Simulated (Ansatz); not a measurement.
Values for one crystal, relaxed and computed with the program Ansatz at the r²SCAN level (PAW); other levels are named.

| Quantity | Value |
|---|---|
| Volume per atom | 30.33 Å³ |
| Band gap | 0.21 eV (smallest direct gap 0.21 eV) |
| HSE06 gap on the r²SCAN cell | 0.34 eV |
| Elastic constants (relaxed ions, GPa) | C11 = 90.6, C12 = 16.8, C13 = 32.2, C14 = 21.8, C33 = 75.0, C44 = 52.3 |
| Pressure derivative B′ | 4.3 |
| Young's modulus | 83.5 GPa |
| Conduction-band minimum | at L (3 equivalent valleys) |

Task: Which compound is it?
A) Sn2GeTe3, P-3m1 (Sn on 2d, Ge on 1b, Te on 2d, Te on 1a)
B) Bi2Te2Se, R-3m (Bi on 6c, Te on 6c, Se on 3a)
C) CdIn2Te4, I-4 (Cd on 2a, In on 2b, In on 2d, Te on 8g)
D) Cs2ZrF6, P-3m1 (Cs on 2d, Zr on 1a, F on 6i)

Result: A, Sn2GeTe3, P-3m1 (Sn on 2d, Ge on 1b, Te on 2d, Te on 1a)

The first step of the workflow began from a Materials Project structure, measured or hypothetical; the Crystallography Open Database copy checked does not list it. With Sn and Ge taken as one species the cell has the higher symmetry Fm-3m, so it may be an ordered model of a mixed-site phase. Its standing as an ambient phase is unchecked. The r²SCAN relaxation kept the symmetry of its start. At this level the phase is dynamically unstable (imaginary phonons). Scalar-relativistic: spin–orbit coupling is off unless named, which matters more the heavier the elements.

Potentials: the later of the program's two PAW sets.
